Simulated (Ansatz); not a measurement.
BP (zinc blende)

```yaml
crystal:
  lattice:
    - [0.00000, 2.26820, 2.26820]
    - [2.26820, 0.00000, 2.26820]
    - [2.26820, 2.26820, 0.00000]
  atoms:
    - { symbol: P, position: [0.75000, 0.75000, 0.75000] }
    - { symbol: B, position: [0.00000, 0.00000, 0.00000] }
```

The slice is a {110} plane (indices of the conventional cell) through the point (0.000, 0.000, 0.000) (fractional), spanned by u = [100] and v = [1 -1 -1] in vectors of this cell: u (3.21 Å) and v (4.54 Å, at 90° to u). It covers one period; positions are fractions (u, v).

Level of theory: r2SCAN (plane waves to 500 eV, PAW, scalar-relativistic; Ansatz, a quantum-chemistry and plane-wave program). k mesh 12×12×12. Inside the PAW spheres the values are not all-electron values, and peaks at nuclei hang on which shells count as valence. BP was relaxed with its symmetry unable to fall. The PAW data are Ansatz's earlier set.

Question: The ELF has a maximum in the middle third of the P–B line. Where, and how high?

Answer: 0.95, 0.9 Å from P.

Question: What is the valence density on the shortest P–B line in this plane (1.96 Å), at its midpoint?

Answer: 0.91 e/Å³.

Question: Sketch the electron localisation function (ELF) on this plane as a map.

Answer: 
```
v \ u  0.00  0.10  0.20  0.30  0.40  0.50  0.60  0.70  0.80  0.90
-----  ----  ----  ----  ----  ----  ----  ----  ----  ----  ----
0.93      x  0.20  0.42  0.44  0.30  0.21  0.30  0.44  0.43  0.20
0.86   0.55  0.52  0.41  0.22  0.08  0.04  0.08  0.22  0.41  0.52
0.79   0.56  0.49  0.30  0.11  0.03  0.01  0.03  0.11  0.30  0.49
0.71   0.31  0.25  0.13  0.04  0.02  0.01  0.02  0.04  0.13  0.25
0.64   0.10  0.08  0.04  0.03  0.04  0.04  0.04  0.03  0.04  0.08
0.57   0.03  0.03  0.04  0.08  0.16  0.21  0.16  0.08  0.04  0.03
0.50   0.02  0.03  0.10  0.29  0.49  0.56  0.49  0.29  0.10  0.03
0.43   0.03  0.07  0.27  0.51  0.65  0.69  0.65  0.51  0.27  0.07
0.36   0.10  0.22  0.45  0.51  0.34  0.25  0.34  0.51  0.45  0.22
0.29   0.31  0.51  0.70  0.52     x     x     x  0.52  0.70  0.51
0.21   0.56  0.75  0.90  0.86     x     x     x  0.85  0.90  0.75
0.14   0.55  0.80  0.94  0.95  0.75  0.24  0.74  0.95  0.94  0.80
0.07      x  0.50  0.90  0.93  0.84  0.69  0.84  0.93  0.91  0.50
0.00      x     x  0.65  0.77  0.67  0.56  0.67  0.77  0.65     x
```

Values: electron localisation function (ELF). Points within 0.4 Å of a nucleus are blanked (x), as the pseudised field means little there.
